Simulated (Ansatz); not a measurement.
BP (zinc blende)

```
CELL_PARAMETERS angstrom
      0.00000     2.26820     2.26820
      2.26820     0.00000     2.26820
      2.26820     2.26820     0.00000
ATOMIC_POSITIONS crystal
  P  0.75000 0.75000 0.75000
  B  0.00000 0.00000 0.00000
```

This relaxed cell (volume V₀) is scaled evenly in all directions, its shape held. Symmetry pins the atoms to their sites.

These are r2SCAN (plane waves to 500 eV, PAW, scalar-relativistic; Ansatz, an electronic-structure program) values and carry that method's errors. k mesh 12×12×12 (Γ-centred), Fermi-Dirac smearing 0.05 eV. Energies are smeared free energies. Stress and pressure are positive under compression. BP was relaxed with its symmetry unable to fall. The PAW data are Ansatz's earlier set. The zero of ΔE is the relaxed starting cell.

The scan covers V/V₀ from 0.900 to 1.100 in 9 points.

Task: What is ΔE at V/V₀ = 0.900?

Result: 72.7 meV/atom.

Task: What is ΔE at V/V₀ = 1.100?

Result: 53.0 meV/atom.

Task: What pressure does the cell carry at V/V₀ = 0.900?

Result: 21.7 GPa.

(Under strain, the slope of the energy per volume gives the stress and its curvature an elastic modulus.)
